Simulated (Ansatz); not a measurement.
The calculation used DFT PBE, scalar-relativistic, plane waves, PAW (Ansatz 0.2.0). All cells share a 420 eV cutoff and Γ-centred k meshes spaced at most about 0.3 Å⁻¹ (about 0.25 or finer for metals, 2π included). No spin polarisation in the final relaxations.

All energies are static (0 K, no zero-point motion).

Two relaxed structures of Zn2Si2N:

A.

```
CELL_PARAMETERS angstrom
2.97273 -5.26017 0.00000
2.97273 5.26017 0.00000
0.00000 0.00000 2.57536
ATOMIC_POSITIONS crystal
Zn 0.83314 0.16686 0.00000
Zn 0.16686 0.83314 0.00000
Si 0.72890 0.72890 0.50000
Si 0.27110 0.27110 0.50000
N 0.50000 0.50000 0.00000
```

B.

```
CELL_PARAMETERS angstrom
2.98882 0.00000 0.00000
-1.49441 2.58839 0.00000
0.00000 0.00000 9.71272
ATOMIC_POSITIONS crystal
Zn 0.66667 0.33333 0.27842
Zn 0.66667 0.33333 0.72158
Si 0.33333 0.66667 0.50000
Si 0.66667 0.33333 0.00000
N 0.33333 0.66667 0.00000
```

Question: Which is lower in energy, and by how much?

Answer: B is lower, by 137 meV/atom. A has space group Cmmm (No. 65), 16.1 Å³/atom and no gap on its mesh; B has space group P-6m2 (No. 187), 15.0 Å³/atom and no gap. Counting Si or Zn atoms around N (for each partner element, those within 1.25 times its shortest distance or 1.15 times the sum of covalent radii, where it is the nearest in units of that sum or under 1.3), A has N 4 and B has N 3. Even the lower one lies +0.20 eV/atom against the reference forms of the elements (uncorrected), so neither is stable at this level. Both come from invented guesses.

Weakly bound directions are ill-defined at this level, which has no dispersion term (Cmmm), and this can change margins and order among such cells. Cells relaxed within their symmetry can be saddle points.
